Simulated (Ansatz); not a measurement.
Data sheet: MnNi3 (DFT)

MnNi3:
```yaml
crystal:
  lattice:
    - [3.54907, 0.00000, 0.00000]
    - [0.00000, 3.54907, 0.00000]
    - [0.00000, 0.00000, 3.54907]
  atoms:
    - { symbol: Ni, position: [0.00000, 0.50000, 0.50000] }
    - { symbol: Ni, position: [0.50000, 0.00000, 0.50000] }
    - { symbol: Ni, position: [0.50000, 0.50000, 0.00000] }
    - { symbol: Mn, position: [0.00000, 0.00000, 0.00000] }
```
The run is spin-polarised; directions of the spins, atom by atom: ↑ ↑ ↑ ↑.

Space group Pm-3m (No. 221), Cu3Au type; conventional cell a = b = c = 3.5491 Å, α = β = γ = 90.00°.

Method: r²SCAN (plane waves, PAW; program Ansatz). Geometry: relaxed at this level of theory. Other levels are named where they apply.

### Cell and energy

* **Volume per atom**: 11.18 Å³
* **Density**: 8.58 g/cm³
* **Formation energy from the elements (no fitted shifts)**: -20 kJ/mol of atoms

### Electronic structure

- Electronic character: metallic (no gap)
- Density of states at the Fermi level: 0.44 states/eV per atom (mean over ±0.08 eV)

### Magnetism

* **Magnetic order**: ferromagnetic
* **Net moment**: 1.40 μB per atom

### Mechanics

Bulk modulus (Birch–Murnaghan fit): 189 GPa
Pressure derivative B′: 4.6

### Charges

Bader charges: Ni -0.23, Mn +0.68 e

The workflow started from an entry of the Crystallography Open Database (COD). Whether it is the stable phase at ambient conditions was not checked. Symmetry was held in the r²SCAN relaxation; whether a distortion lowers the energy is not shown. Spin order of the final state: ferromagnetic, chosen from 3 collinear starts compared on coarse meshes (ties went to the first, and starts can fall back to one state), not a proven ground state. Other orbital occupations within this spin state were not tried. For itinerant 3d metals, meta-GGAs of the SCAN family and hybrids are commonly reported to give too large moments. The references are the lowest solids computed at this level, not always the standard phases. The manganese reference at this level is a Cmcm phase, not α-Mn.

Potentials: the later of the program's two PAW sets.
